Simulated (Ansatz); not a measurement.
Values for one crystal, relaxed and computed with the program Ansatz at the PBE level (PAW); other levels are named.

| Item | Value |
|---|---|
| Volume per atom | 27.12 Å³ |
| Band gap | 0.49 eV (direct) |
| Valence-band maximum | at L |
| Young's modulus | 76.2 GPa |
| Elastic constants (relaxed ions, GPa) | C11 = 125, C12 = 16.8, C44 = 20.1 |
| Pressure derivative B′ | 4.3 |
| Debye temperature from the elastic constants | 224 K |

**Question.** Which compound is it?
A) KBr, rock salt
B) PbS, rock salt
C) CuCl, zinc blende
D) RbCl, rock salt

**Answer.** B, PbS, rock salt

Space group Fm-3m (rock salt). The PBE relaxation kept the symmetry of its start; of distortions, only those at the zone centre were tested. Scalar-relativistic: spin–orbit coupling is off unless named, which matters more the heavier the elements.

Potentials: the later of the program's two PAW sets.
